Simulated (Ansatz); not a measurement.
The relaxed structure here is a generated cell of NbRu: the first start was made by placing the elements on the sites of a structure type, and the end was not matched to a known phase here, so it may be hypothetical.

A relaxed cell of NbRu (P2/m (No. 10)), relaxed on a k-mesh at least as fine as the one used below. The numbers are results of PBE (plane waves to 420 eV, PAW, scalar-relativistic; Ansatz, a quantum-chemistry and plane-wave program), not measurements. Γ-centred k-mesh 4×11×5 on the run's cell (coarser than for final values), Fermi–Dirac smearing 0.05 eV.

```
CELL_PARAMETERS angstrom
      9.20757     0.00000     0.00000
      0.00000     3.06862     0.00000
     -1.55358     0.00000     6.78428
ATOMIC_POSITIONS crystal
  Nb 0.34490 0.00000 0.32376
  Nb 0.84490 0.00000 0.32376
  Nb 0.15510 0.00000 0.67624
  Nb 0.65510 0.00000 0.67624
  Nb 0.00000 0.00000 0.00000
  Nb 0.50000 0.00000 0.00000
  Ru 0.25000 0.50000 0.00000
  Ru 0.75000 0.50000 0.00000
  Ru 0.10265 0.50000 0.34803
  Ru 0.60265 0.50000 0.34803
  Ru 0.39735 0.50000 0.65197
  Ru 0.89735 0.50000 0.65197
```

The atoms are displaced by (Å):

```tsv
atom	ux	uy	uz
Nb1	-0.149	-0.048	0.026
Nb2	0.006	-0.062	0.004
Nb3	-0.149	0.007	0.046
Nb4	0.078	-0.085	0.012
Nb5	0.094	-0.112	-0.035
Nb6	-0.053	0.192	0.044
Ru7	0.082	-0.091	-0.107
Ru8	-0.133	0.004	-0.014
Ru9	0.008	-0.001	0.140
Ru10	0.044	-0.039	0.004
Ru11	0.155	0.104	0.034
Ru12	0.019	0.134	0.023
```

Problem. What forces (eV/Å) and pressure result?

Solution. 
```
atom     Fx     Fy     Fz
----  -----  -----  -----
Nb1    0.61   0.14   0.36
Nb2    0.48   0.43  -1.09
Nb3    1.48   0.19  -0.25
Nb4   -0.29   0.79  -0.71
Nb5   -1.37   0.53   1.16
Nb6    0.29  -0.74   0.10
Ru7    0.16   0.71   1.27
Ru8    0.45  -0.17  -0.18
Ru9   -0.02  -0.23  -0.76
Ru10  -0.78   0.23   0.05
Ru11  -0.23  -0.54   0.23
Ru12  -0.79  -1.33  -0.19
```

Pressure +3.0 GPa.

Problem. Estimate the energy cost of the displacement in the harmonic approximation and compare with the calculation.

Solution. For a harmonic well ΔE = −½ Σ F·u = 0.752 eV a cell, or 63 meV/atom. The calculated energy relative to the undisplaced cell is +0.06 eV/atom, so the harmonic estimate holds well.

The undisplaced cell is probably no minimum: from this displacement the run went on to P2/m (No. 10), 0.06 eV/atom below it.

No spin polarisation in the result.
